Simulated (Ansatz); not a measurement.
Theory: DFT PBE, scalar-relativistic, plane waves, PAW (Ansatz 0.2.0). Settings: cutoff 420 eV, Γ-centred meshes spaced at most about 0.3 Å⁻¹, and about 0.25 Å⁻¹ or finer for metals (2π included), Gaussian smearing. No spin polarisation in the final relaxations.

All energies are static (0 K, no zero-point motion).

Compare these two cells of Zr₂BN₃, each relaxed at this level.

1.

```xyz
6
Lattice="3.0653 0.0000 0.0000 0.0000 3.0653 0.0000 0.0000 0.0000 6.7637" Properties=species:S:1:pos:R:3 pbc="T T T"
Zr    0.0000    1.5326    4.7697
Zr    1.5326    0.0000    1.9940
B     0.0000    0.0000    0.0000
N     1.5326    1.5326    0.0000
N     0.0000    1.5326    2.4476
N     1.5326    0.0000    4.3161
```

2.

```xyz
6
Lattice="-1.9987 1.9987 5.6888 1.9987 -1.9987 5.6888 1.9987 1.9987 -5.6888" Properties=species:S:1:pos:R:3 pbc="T T T"
Zr    0.0000    0.0000    3.6572
Zr    0.0000    0.0000    7.7204
B     0.0000    0.0000    0.0000
N     0.0000    1.9987    2.8444
N     1.9987    0.0000    2.8444
N     0.0000    0.0000    5.6888
```

Question: Which would you expect to be lower, and how large is the difference?

Answer: Cell 1 is lower, by 258 meV/atom. Cell 1 has space group P-4m2 (No. 115), 10.6 Å³/atom and no gap on its mesh; cell 2 has space group I4/mmm (No. 139), 15.2 Å³/atom and a gap of 0.39 eV. Counting B or N atoms around Zr (for each partner element, those within 1.25 times its shortest distance or 1.15 times the sum of covalent radii, where it is the nearest in units of that sum or under 1.3), cell 1 has Zr 9 and cell 2 has Zr 5. The denser one is the lower, and pressure would at first widen the difference. Both come from invented guesses. A third cell relaxed alike, in Amm2, lies 0.63 eV/atom below the lower of the two; the P-4m2 cell fell into it when its atoms were moved at random.

Kohn–Sham gaps at this level usually fall short of measured ones. Cells relaxed within their symmetry can be saddle points.
